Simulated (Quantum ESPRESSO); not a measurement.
Si3O4NF, finding a planted mistake in a log

Simulated, not a measurement. The program is pw.x of Quantum ESPRESSO 7.5 (plane-wave density functional theory). The cell is made up: 9 atoms on a quartz lattice, with randomly drawn elements, strain and displacements, not relaxed. PseudoDojo standard norm-conserving files (v0.5 for PBE, v0.4.1 for LDA and PBEsol) set the functional; there is no spin polarisation, spin-orbit coupling or dispersion term, and the masses in the input are unused placeholders.

Intended input:

```
&control calculation='scf', pseudo_dir='./dojo.nc.sr.pbe.v0_5.standard.upf', outdir='./o', disk_io='low', tprnfor=.true., tstress=.true. /
&system ibrav=0, nat=9, ntyp=4, nbnd=30, ecutwfc=84.00895049, nosym=.true., tot_charge=0,
 occupations='smearing', smearing='fd', degauss=0.0018374661
/
&electrons conv_thr=7.350e-09, electron_maxstep=60, /
ATOMIC_SPECIES
F 1.0 F.upf
N 1.0 N.upf
O 1.0 O.upf
Si 1.0 Si.upf
CELL_PARAMETERS angstrom
4.8448 -0.0358 -0.0694
-2.4534 4.3371 -0.0387
-0.0762 -0.093 5.4322
ATOMIC_POSITIONS angstrom
Si 2.3287 0.0795 3.7068
Si -1.1633 2.1136 1.7094
Si 1.2449 2.1579 -0.1295
O 1.359 0.9737 4.3263
N 3.1864 0.5562 2.4856
O 2.636 2.4916 0.5451
O 0.3409 1.8263 1.0726
O -1.1521 3.1859 2.9261
F 0.6254 3.6613 4.7305
K_POINTS automatic
5 5 4 1 1 1
```

The log is shortened where brackets say so; the opening notice, blank lines, dates and the lines on written files are dropped, and the path of the files is cut. It prints rydbergs, bohrs and kilobars, and counts compression as positive stress. Where no state is partly filled, the Fermi energy that it prints is only some level between the filled and the empty states on the mesh, and need not lie in the true gap.

Log of the intended run:

```
     Program PWSCF v.7.5
     Parallel version (MPI & OpenMP), running on       4 processor cores
     Number of MPI processes:                 4
     Threads/MPI process:                     1
     [start-up lines left out]
     bravais-lattice index     =            0
     lattice parameter (alat)  =       9.1565  a.u.
     unit-cell volume          =     766.6785 (a.u.)^3
     number of atoms/cell      =            9
     number of atomic types    =            4
     number of electrons       =        48.00
     number of Kohn-Sham states=           30
     kinetic-energy cutoff     =      84.0090  Ry
     charge density cutoff     =     336.0358  Ry
     scf convergence threshold =      7.3E-09
     mixing beta               =       0.7000
     number of iterations used =            8  plain     mixing
     Exchange-correlation= PBE
                           (   1   4   3   4   0   0   0)
     [axes and pseudopotential details left out]
   Cartesian axes
     site n.     atom                  positions (alat units)
         1        Si     tau(   1) = (   0.4805973   0.0164072   0.7650096  )
         2        Si     tau(   2) = (  -0.2400819   0.4362049   0.3527861  )
         3        Si     tau(   3) = (   0.2569225   0.4453475  -0.0267262  )
         4        O      tau(   4) = (   0.2804705   0.2009523   0.8928621  )
         5        N      tau(   5) = (   0.6576094   0.1147886   0.5129783  )
         6        O      tau(   6) = (   0.5440178   0.5142166   0.1124978  )
         7        O      tau(   7) = (   0.0703550   0.3769119   0.2213633  )
         8        O      tau(   8) = (  -0.2377705   0.6575062   0.6038887  )
         9        F      tau(   9) = (   0.1290701   0.7556193   0.9762809  )
     number of k points=    50  Fermi-Dirac smearing, width (Ry)=  0.0018
                       cart. coord. in units 2pi/alat
        k(    1) = (   0.1029362   0.1709831   0.1158690), wk =   0.0400000
        k(    2) = (   0.1061603   0.1747977   0.3389753), wk =   0.0400000
     [further k points left out]
     Dense  grid:    79721 G-vectors     FFT dimensions: (  54,  60,  60)
     Estimated max dynamical RAM per process >     161.37 MB
     Estimated total dynamical RAM >     587.07 MB
     Initial potential from superposition of free atoms
     starting charge      47.9981, renormalised to      48.0000
     Starting wfcs are   36 randomized atomic wfcs
     total cpu time spent up to now is       12.2 secs
     per-process dynamical memory:   126.4 Mb
     Self-consistent Calculation
     iteration #  1     ecut=    84.01 Ry     beta= 0.70
     Davidson diagonalization with overlap
     ethr =  1.00E-02,  avg # of iterations =  3.0
     total cpu time spent up to now is       32.9 secs
     total energy              =    -226.93583843 Ry
     estimated scf accuracy    <       2.87882885 Ry
     iteration #  2     ecut=    84.01 Ry     beta= 0.70
     Davidson diagonalization with overlap
     ethr =  6.00E-03,  avg # of iterations =  3.0
     total cpu time spent up to now is       53.3 secs
     total energy              =    -227.15411070 Ry
     estimated scf accuracy    <       3.67780380 Ry
     [iterations 3 to 9 left out]
     iteration # 10     ecut=    84.01 Ry     beta= 0.70
     Davidson diagonalization with overlap
     ethr =  3.70E-09,  avg # of iterations =  3.0
     total cpu time spent up to now is      205.4 secs
     total energy              =    -228.12495901 Ry
     estimated scf accuracy    <       0.00000012 Ry
     iteration # 11     ecut=    84.01 Ry     beta= 0.70
     Davidson diagonalization with overlap
     ethr =  2.56E-10,  avg # of iterations =  2.0
     total cpu time spent up to now is      221.0 secs
     End of self-consistent calculation
     [lines on levels left out]
     the Fermi energy is     6.5098 ev
!    total energy              =    -228.12495903 Ry
     estimated scf accuracy    <          4.3E-09 Ry
     smearing contrib. (-TS)   =      -0.00000000 Ry
     internal energy E=F+TS    =    -228.12495903 Ry
     The total energy is F=E-TS. E is the sum of the following terms:
     one-electron contribution =    -111.01178245 Ry
     hartree contribution      =      81.10209601 Ry
     xc contribution           =     -61.26982939 Ry
     ewald contribution        =    -136.94544320 Ry
     convergence has been achieved in  11 iterations
     Forces acting on atoms (cartesian axes, Ry/au):
     atom    1 type  4   force =    -0.00997754   -0.14321093   -0.49657222
     atom    2 type  4   force =     0.00195529   -0.15891595    0.23114701
     atom    3 type  4   force =     0.03625452    0.13769119    0.17792525
     atom    4 type  3   force =    -0.22226142    0.06707706    0.01890235
     atom    5 type  2   force =     0.11047852    0.12719559   -0.12344671
     atom    6 type  3   force =     0.00415830    0.06651462   -0.09405245
     atom    7 type  3   force =    -0.10195288    0.00723222    0.02053414
     atom    8 type  3   force =     0.04528911    0.05152918    0.06400452
     atom    9 type  1   force =     0.13605610   -0.15511300    0.20155812
     Total force =     0.782206     Total SCF correction =     0.000136
     Computing stress (Cartesian axis) and pressure
          total   stress  (Ry/bohr**3)                   (kbar)     P=      204.45
   0.00154960  -0.00083813  -0.00034680          227.95     -123.29      -51.02
  -0.00083813   0.00112027   0.00037694         -123.29      164.80       55.45
  -0.00034680   0.00037694   0.00149963          -51.02       55.45      220.60
     init_run     :     11.21s CPU     11.92s WALL (       1 calls)
     electrons    :    206.73s CPU    209.08s WALL (       1 calls)
     forces       :      3.26s CPU      3.33s WALL (       1 calls)
     stress       :     10.45s CPU     10.46s WALL (       1 calls)
     [timing details left out]
     PWSCF        :   3m52.06s CPU   3m55.42s WALL
     JOB DONE.
```

A second run was made from an input with one planted mistake. Its log:

```
     Program PWSCF v.7.5
     Parallel version (MPI & OpenMP), running on       4 processor cores
     Number of MPI processes:                 4
     Threads/MPI process:                     1
     [start-up lines left out]
     bravais-lattice index     =            0
     lattice parameter (alat)  =       9.0429  a.u.
     unit-cell volume          =     738.4937 (a.u.)^3
     number of atoms/cell      =            9
     number of atomic types    =            4
     number of electrons       =        48.00
     number of Kohn-Sham states=           30
     kinetic-energy cutoff     =      84.0090  Ry
     charge density cutoff     =     336.0358  Ry
     scf convergence threshold =      7.3E-09
     mixing beta               =       0.7000
     number of iterations used =            8  plain     mixing
     Exchange-correlation= PBE
                           (   1   4   3   4   0   0   0)
     [axes and pseudopotential details left out]
   Cartesian axes
     site n.     atom                  positions (alat units)
         1        Si     tau(   1) = (   0.4805947   0.0164043   0.7650061  )
         2        Si     tau(   2) = (  -0.2400884   0.4362090   0.3527872  )
         3        Si     tau(   3) = (   0.2569315   0.4453411  -0.0267276  )
         4        O      tau(   4) = (   0.2804618   0.2009478   0.8928763  )
         5        N      tau(   5) = (   0.6576152   0.1147885   0.5129854  )
         6        O      tau(   6) = (   0.5440178   0.5142184   0.1124898  )
         7        O      tau(   7) = (   0.0703610   0.3769235   0.2213644  )
         8        O      tau(   8) = (  -0.2377688   0.6575107   0.6038884  )
         9        F      tau(   9) = (   0.1290613   0.7556233   0.9762772  )
     number of k points=    50  Fermi-Dirac smearing, width (Ry)=  0.0018
                       cart. coord. in units 2pi/alat
        k(    1) = (   0.1029369   0.1709837   0.1158687), wk =   0.0400000
        k(    2) = (   0.1061592   0.1747962   0.3389755), wk =   0.0400000
     [further k points left out]
     Dense  grid:    76811 G-vectors     FFT dimensions: (  54,  60,  60)
     Estimated max dynamical RAM per process >     156.15 MB
     Estimated total dynamical RAM >     568.36 MB
     Initial potential from superposition of free atoms
     starting charge      47.9981, renormalised to      48.0000
     Starting wfcs are   36 randomized atomic wfcs
     total cpu time spent up to now is        9.8 secs
     per-process dynamical memory:   122.8 Mb
     Self-consistent Calculation
     iteration #  1     ecut=    84.01 Ry     beta= 0.70
     Davidson diagonalization with overlap
     ethr =  1.00E-02,  avg # of iterations =  3.0
     total cpu time spent up to now is       31.3 secs
     total energy              =    -226.88670222 Ry
     estimated scf accuracy    <       2.92748857 Ry
     iteration #  2     ecut=    84.01 Ry     beta= 0.70
     Davidson diagonalization with overlap
     ethr =  6.10E-03,  avg # of iterations =  3.0
     total cpu time spent up to now is       52.1 secs
     total energy              =    -227.27426825 Ry
     estimated scf accuracy    <       3.09437343 Ry
     [iterations 3 to 10 left out]
     iteration # 11     ecut=    84.01 Ry     beta= 0.70
     Davidson diagonalization with overlap
     ethr =  2.92E-10,  avg # of iterations =  2.0
     total cpu time spent up to now is      251.4 secs
     total energy              =    -228.07719842 Ry
     estimated scf accuracy    <       0.00000001 Ry
     iteration # 12     ecut=    84.01 Ry     beta= 0.70
     Davidson diagonalization with overlap
     ethr =  2.44E-11,  avg # of iterations =  2.0
     total cpu time spent up to now is      269.0 secs
     End of self-consistent calculation
     [lines on levels left out]
     the Fermi energy is     7.0909 ev
!    total energy              =    -228.07719842 Ry
     estimated scf accuracy    <          1.5E-09 Ry
     smearing contrib. (-TS)   =       0.00000000 Ry
     internal energy E=F+TS    =    -228.07719842 Ry
     The total energy is F=E-TS. E is the sum of the following terms:
     one-electron contribution =    -108.20538234 Ry
     hartree contribution      =      80.29522992 Ry
     xc contribution           =     -61.50135492 Ry
     ewald contribution        =    -138.66569108 Ry
     convergence has been achieved in  12 iterations
     Forces acting on atoms (cartesian axes, Ry/au):
     atom    1 type  4   force =    -0.01021625   -0.16352674   -0.51971582
     atom    2 type  4   force =     0.00803333   -0.17378896    0.24077122
     atom    3 type  4   force =     0.02848577    0.16911642    0.17565582
     atom    4 type  3   force =    -0.25349692    0.06593320    0.00870624
     atom    5 type  2   force =     0.13022080    0.13018657   -0.14780646
     atom    6 type  3   force =     0.01224719    0.08417438   -0.10580914
     atom    7 type  3   force =    -0.10754509   -0.00334289    0.04012225
     atom    8 type  3   force =     0.03771520    0.05943886    0.07944568
     atom    9 type  1   force =     0.15455597   -0.16819085    0.22863020
     Total force =     0.846890     Total SCF correction =     0.000051
     Computing stress (Cartesian axis) and pressure
          total   stress  (Ry/bohr**3)                   (kbar)     P=      296.75
   0.00218714  -0.00092972  -0.00043211          321.74     -136.77      -63.57
  -0.00092972   0.00166276   0.00045042         -136.77      244.60       66.26
  -0.00043211   0.00045042   0.00220185          -63.57       66.26      323.90
     init_run     :      7.40s CPU      7.96s WALL (       1 calls)
     electrons    :    257.63s CPU    259.50s WALL (       1 calls)
     forces       :      3.49s CPU      3.54s WALL (       1 calls)
     stress       :     10.39s CPU     10.40s WALL (       1 calls)
     [timing details left out]
     PWSCF        :   4m41.02s CPU   4m43.74s WALL
     JOB DONE.
```

Question: what was wrong in the second input?

Answer: the cell and the positions are scaled by a wrong factor. The input lines that differ, file-writing options aside:

```
- 4.8448 -0.0358 -0.0694
+ 4.7847 -0.0354 -0.0685
- -2.4534 4.3371 -0.0387
+ -2.423 4.2833 -0.0382
- -0.0762 -0.093 5.4322
+ -0.0753 -0.0918 5.3648
- Si 2.3287 0.0795 3.7068
+ Si 2.2998 0.0785 3.6608
- Si -1.1633 2.1136 1.7094
+ Si -1.1489 2.0874 1.6882
- Si 1.2449 2.1579 -0.1295
+ Si 1.2295 2.1311 -0.1279
- O 1.359 0.9737 4.3263
+ O 1.3421 0.9616 4.2727
- N 3.1864 0.5562 2.4856
+ N 3.1469 0.5493 2.4548
- O 2.636 2.4916 0.5451
+ O 2.6033 2.4607 0.5383
- O 0.3409 1.8263 1.0726
+ O 0.3367 1.8037 1.0593
- O -1.1521 3.1859 2.9261
+ O -1.1378 3.1464 2.8898
- F 0.6254 3.6613 4.7305
+ F 0.6176 3.6159 4.6718
```

|  | intended run | run with the mistake |
| --- | --- | --- |
| free energy (eV) | -3103.798 | -3103.148 |
| smearing term -TS (eV) | 0.0000 | 0.0000 |
| pressure (GPa) | 20.45 | 29.67 |
| largest force component (eV/Å) | 12.767 | 13.362 |
| largest change of a force component (eV/Å) |  | 0.808 |
| iterations | 11 | 12 |

For scale, a rerun of the intended cell at a cutoff of 1437 eV and k mesh 7 x 7 x 6 moved values by no more than 0.002 eV in energy, 0.02 GPa in stress and 0.003 eV/Å in force.